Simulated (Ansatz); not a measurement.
Geometry optimisation in Ansatz: input, command and trajectory.

```yaml
crystal:
  lattice:
    - [3.1328589411, 0.0, 0.0]
    - [-1.5664294706, 2.7131354295, 0.0]
    - [0.0, 0.0, 3.3563517061]
  atoms:
    - { symbol: Nb, position: [0.0, 0.0, 0.0] }
    - { symbol: B, position: [0.3333333333, 0.6666666667, 0.5] }
    - { symbol: B, position: [0.6666666667, 0.3333333333, 0.5] }
basis:
  ecutwfc: 500
kpoints:
  mp_grid: { grid: [18, 18, 14] }
hamiltonian:
  xc: r2scan
scf:
  occupations: { method: gaussian, width: 0.1 }
output:
  forces: true
  stress: true
  eigenvalues: true
relax:
  adjacent_minimum: "off"
  f_tol: 0.01
  max_steps: 30
  cell: { stress_tol: 0.1, fix: [volume] }
```

```bash
ansatz run input.yaml --threads 1 --pin off --max-ram 2560MiB --backend cpu --events-out ev --progress --plain --runs-dir out
```

The calculation used DFT r2SCAN, scalar-relativistic, plane waves, PAW in Ansatz 0.2.0.

The volume is held at 1.03 times that of the relaxed cell.

Of 3 frames 3 are shown, positions in Å and forces in eV/Å; the SCF threshold varies from step to step. Steps run on the plane waves of an earlier cell, with a Pulay correction in the pressure. The basis is chosen afresh for the last frame, the zero of the energies, and at times for earlier ones too; energy and pressure step there, also at an unchanged geometry.

```xyz
3
Lattice="3.1329 0.0000 0.0000 -1.5664 2.7131 0.0000 0.0000 0.0000 3.3564" Properties=species:S:1:pos:R:3:forces:R:3 pbc="T T T" step=1 free_energy_over_end_meV_per_atom=0.07 pressure_GPa=-8.26
Nb    0.0000    0.0000    0.0000    0.0000    0.0000    0.0000
B     0.0000    1.8088    1.6782    0.0000    0.0000    0.0000
B     1.5664    0.9044    1.6782    0.0000    0.0000    0.0000
3
Lattice="3.1294 0.0000 0.0000 -1.5647 2.7101 0.0000 0.0000 0.0000 3.3638" Properties=species:S:1:pos:R:3:forces:R:3 pbc="T T T" step=2 free_energy_over_end_meV_per_atom=0.00 pressure_GPa=-8.19
Nb    0.0000    0.0000    0.0000    0.0000    0.0000    0.0000
B     0.0000    1.8068    1.6819    0.0000    0.0000    0.0000
B     1.5647    0.9034    1.6819    0.0000    0.0000    0.0000
3
Lattice="3.1294 0.0000 0.0000 -1.5647 2.7101 0.0000 0.0000 0.0000 3.3638" Properties=species:S:1:pos:R:3:forces:R:3 pbc="T T T" step=3 free_energy_over_end_meV_per_atom=0.00 pressure_GPa=-8.19
Nb    0.0000    0.0000    0.0000    0.0000    0.0000    0.0000
B     0.0000    1.8068    1.6819    0.0000    0.0000    0.0000
B     1.5647    0.9034    1.6819    0.0000    0.0000    0.0000
```

Time: 44 s on 1 thread of Arm Neoverse V1, with other jobs on the host, peak memory 0.48 GiB.